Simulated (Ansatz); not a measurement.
# CdAu: moving Au off its site

CdAu, Pm-3m, a = 3.340 Å (as given, not relaxed at this level: -2.2 GPa). The structure is a COD entry; whether it is the stable form wasn't checked. Ansatz: PBEsol, PAW, 420 eV, Γ-centred 14×14×14 mesh on 2 atoms, Gaussian smearing 0.15 eV; no spin polarisation.

```yaml
crystal:
  lattice:
    - [3.34000, 0.00000, 0.00000]
    - [0.00000, 3.34000, 0.00000]
    - [0.00000, 0.00000, 3.34000]
  atoms:
    - { symbol: Cd, position: [0.50000, 0.50000, 0.50000] }
    - { symbol: Au, position: [0.00000, 0.00000, 0.00000] }
```

Atom 2 (Au) moves by x along the unit vector (0.000, 1.000, 0.000), with its periodic images; all else is held. y is the free energy of the cell over the start, F the force along the path summed over the moved atoms. Symmetry makes y even in x.

| x (Å) | y (meV) | F (eV/Å) |
| --- | --- | --- |
| -0.5000 | ? | ? |
| -0.2500 | 108.7 | 0.87 |
| 0.0000 | 0.0 | 0.00 |
| 0.1250 | 27.3 | -0.44 |
| 0.3750 | 243.9 | -1.29 |
| 0.4375 | 331.3 | -1.50 |

Problem. Fit y = c2 x² + c4 x⁴ to the energies of the other rows, give the force constant, and predict energy and force of the missing row.

Solution. Least squares on the rows shown. y = 1743.9 x² − 68.235 x⁴. The force constant is 2 c2 = 3.49 eV/Å², for the cell as given, at -2.2 GPa (for all images moving together, not for a lone atom). With two atoms in a cubic cell this is the optical mode at Γ (in a metal it hangs on mesh and smearing): ω = 521.5 √(2 c2/μ) = 115 cm⁻¹ for μ = 71.57 u. The force −dy/dx at the missing row is 1.71 eV/Å (computed 1.71). At x = -0.5000 the fit asked for gives 431.7 meV. The run gave 431.7 meV, the same to the digits shown.

Spin–orbit coupling is left out, which can shift energies with elements as heavy as these.